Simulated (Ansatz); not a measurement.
**Relaxation path: hcp Ru (0001), 5 layers**

DFT, LDA, PAW with Ansatz's default frozen-core files, scalar-relativistic (Ansatz 0.2.0); a Γ-centred 14×14×1 k mesh, Fermi–Dirac smearing of 0.1 eV, no spin polarisation. The run relaxes the atoms in the fixed cell.

Command: `ansatz run input.yaml --threads 2 --pin off --max-ram 4096MiB --backend cpu --events-out ev --progress --plain --runs-dir out` It took 32 s on 2 threads of Arm Neoverse V2, with other jobs on the host, peak memory 0.43 GiB.

```yaml
crystal:
  lattice:
    - [2.6752522144, 0.0, 0.0]
    - [-1.3376261072, 2.3168363792, 0.0]
    - [0.0, 0.0, 24.4488]
  atoms:
    - { symbol: Ru, position: [0.0, 0.0, 0.327214067] }
    - { symbol: Ru, position: [0.333333334, 0.666666666, 0.4136070336] }
    - { symbol: Ru, position: [0.0, 0.0, 0.4999999997] }
    - { symbol: Ru, position: [0.333333334, 0.666666666, 0.5863929664] }
    - { symbol: Ru, position: [0.0, 0.0, 0.672785933] }
kpoints:
  mp_grid: { grid: [14, 14, 1] }
scf:
  occupations: { method: fermi_dirac, width: 0.1 }
hamiltonian:
  xc: lda
  pseudopotentials: { kind: paw }
output:
  forces: true
  stress: true
  eigenvalues: true
relax:
  f_tol: 0.01
  max_steps: 40
efield:
  axis: 3
  amplitude: 0
  dipole_correction: true
```

Each step lists its free energy a cell above the last geometry, and Cartesian positions (Å) with forces (eV/Å).

The first step:

```
step 1  dF = 63.85 meV
  Ru 0.0000 0.0000 8.0000   0.0000 0.0000 0.7661
  Ru 0.0000 1.5446 10.1122   0.0000 0.0000 -0.7842
  Ru 0.0000 0.0000 12.2244   0.0000 0.0000 0.0000
  Ru 0.0000 1.5446 14.3366   0.0000 0.0000 0.7842
  Ru 0.0000 0.0000 16.4488   0.0000 0.0000 -0.7661
```

The PAW files were made under PBE.

Where does the relaxation end, and by which steps?

After 4 geometries, with a shortest distance of 2.554 Å. The further steps:
```
step 2  dF = 13.96 meV
  Ru 0.0000 0.0000 8.1050   0.0000 0.0000 -0.3987
  Ru 0.0000 1.5446 10.1081   0.0000 0.0000 0.2102
  Ru 0.0000 0.0000 12.2244   0.0000 0.0000 0.0000
  Ru 0.0000 1.5446 14.3407   0.0000 0.0000 -0.2102
  Ru 0.0000 0.0000 16.3438   0.0000 0.0000 0.3987
step 3  dF = 0.16 meV
  Ru 0.0000 0.0000 8.0611   0.0000 0.0000 -0.0072
  Ru 0.0000 1.5446 10.0933   0.0000 0.0000 0.0482
  Ru 0.0000 0.0000 12.2244   0.0000 0.0000 0.0000
  Ru 0.0000 1.5446 14.3555   0.0000 0.0000 -0.0482
  Ru 0.0000 0.0000 16.3877   0.0000 0.0000 0.0072
step 4  dF = 0.00 meV
  Ru 0.0000 0.0000 8.0639   0.0000 0.0000 0.0027
  Ru 0.0000 1.5446 10.0976   0.0000 0.0000 -0.0078
  Ru 0.0000 0.0000 12.2244   0.0000 0.0000 0.0000
  Ru 0.0000 1.5446 14.3512   0.0000 0.0000 0.0078
  Ru 0.0000 0.0000 16.3849   0.0000 0.0000 -0.0027
step 5  dF = 0.00 meV  (same geometry, solved once more)
  Ru 0.0000 0.0000 8.0639   0.0000 0.0000 0.0027
  Ru 0.0000 1.5446 10.0976   0.0000 0.0000 -0.0077
  Ru 0.0000 0.0000 12.2244   0.0000 0.0000 0.0000
  Ru 0.0000 1.5446 14.3512   0.0000 0.0000 0.0077
  Ru 0.0000 0.0000 16.3849   0.0000 0.0000 -0.0027
```
